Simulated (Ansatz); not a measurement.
As (A7 type, space group R-3m)

```
CELL_PARAMETERS angstrom
      1.89202     1.09236     3.36884
     -1.89202     1.09236     3.36884
      0.00000    -2.18472     3.36884
ATOMIC_POSITIONS crystal
  As 0.23031 0.23031 0.23031
  As 0.76969 0.76969 0.76969
```

In this cell atom 2 (As, nearest neighbour As at 2.535 Å; its periodic images, 3.8 Å or more away, move with it) is moved by u·(0.707, 0.707, 0.000) + v·(0.000, 0.000, 1.000); the rest is frozen.

Level of theory: PBE-D3(BJ) (plane waves to 420 eV, PAW, scalar-relativistic; Ansatz, a first-principles code). k mesh 9×9×9 (Γ-centred), Fermi-Dirac smearing 0.05 eV. Energies are smeared free energies. Points where atoms come too close for the PAW data are left out (x in tables, blank in figures). With partly filled bands, energies and forces of such displacements shift with the k mesh and the smearing. As was relaxed with its symmetry unable to fall. The PAW data are Ansatz's earlier set. The last digit holds for this mesh only.

Changes of ΔE (meV/cell) from the point u = 0.000 Å, v = 0.000 Å when one coordinate moves alone (two changes are said to add if the coupling is within 5 % of the smaller one, nearly so within 20 %):

| point | change |
|---|---|
| u = 0.000 Å, v = -0.630 Å | 89.2 |
| u = 0.000 Å, v = -0.420 Å | 242.1 |
| u = 0.000 Å, v = -0.210 Å | 129.9 |
| u = -0.630 Å, v = 0.000 Å | 1270.3 |
| u = -0.420 Å, v = 0.000 Å | 453.2 |
| u = -0.210 Å, v = 0.000 Å | 95.7 |
| u = 0.210 Å, v = 0.000 Å | 73.4 |
| u = 0.420 Å, v = 0.000 Å | 311.1 |
| u = 0.630 Å, v = 0.000 Å | 755.9 |
| u = 0.000 Å, v = 0.210 Å | 187.4 |
| u = 0.000 Å, v = 0.420 Å | 752.5 |
| u = 0.000 Å, v = 0.630 Å | 1507.1 |

Question: What is the change at u = -0.420 Å, v = -0.630 Å, where both move, and how far is it from the sum?

Answer: The sum of the single changes is 453.2 + (89.2) = 542.4; the calculation gives 186.4, so the coupling contributes -356.0 (over 20 % of the smaller single change, not additive).

Question: Do the two effects add at u = 0.630 Å, v = -0.630 Å? Give the computed change.

Answer: The sum of the single changes is 755.9 + (89.2) = 845.1; the calculation gives 789.6, so the coupling contributes -55.5 (over 20 % of the smaller single change, not additive).

Question: What is the change at u = 0.210 Å, v = 0.210 Å, where both move, and how far is it from the sum?

Answer: The sum of the single changes is 73.4 + (187.4) = 260.8; the calculation gives 341.3, so the coupling contributes 80.5 (over 20 % of the smaller single change, not additive).

(A displaced cell: forces are minus the slopes of the energy, force constants its curvatures, and phonons follow from these.)
